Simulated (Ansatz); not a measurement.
**Structure relaxation, Ge**

The start is a randomly generated symmetric cell of Ge (space group No. 186). A full variable-cell relaxation at zero pressure is run with PBEsol (plane waves to 420 eV, PAW, scalar-relativistic; Ansatz, an electronic-structure program). The first steps use a coarse 7×7×4 k-mesh.

Input geometry:
```
Ge
1.0
    4.05866     0.00000     0.00000
   -2.02933     3.51490     0.00000
    0.00000     0.00000     6.34670
Ge
4
Direct
  0.00000   0.00000   0.40666
  0.00000   0.00000   0.90666
  0.33333   0.66667   0.27403
  0.66667   0.33333   0.77403
```

```yaml
initial_pressure: "-2 GPa (negative: the cell is under tension)"
largest_initial_force: about 0.3 eV/Å, on Ge1, Ge2, Ge3, Ge4 (atoms numbered as listed)
Shortest distances (start → end): "The closest pairs of elements (up to four, under 3.6 Å), start → end: Ge–Ge 2.49 → 2.69 Å"
optimiser_moves: 10
```

It ends as:

Space group P6₃/mmc (No. 194); a = 3.809 Å, b = 3.809 Å, c = 6.223 Å, α = 90.00°, β = 90.00°, γ = 120.00°

```json
[
 {"atom": "Ge", "site": "2a", "symmetry": "-3m.", "x": "0.0000", "y": "0.0000", "z": "0.0000"},
 {"atom": "Ge", "site": "2d", "symmetry": "-6m2", "x": "0.6667", "y": "0.3333", "z": "0.2500"}
]
```

Final values are on a 14×14×8 k-mesh of the relaxed cell. No spin polarisation in the result.

The run could not lose the symmetry of its start, so the end can be a saddle point.

The relaxed structure here is a generated cell of Ge: the first start was made by a random draw of sites in a space group, and the end was not matched to a known phase here, so it may be hypothetical. Known forms of Ge include space group No. 227.
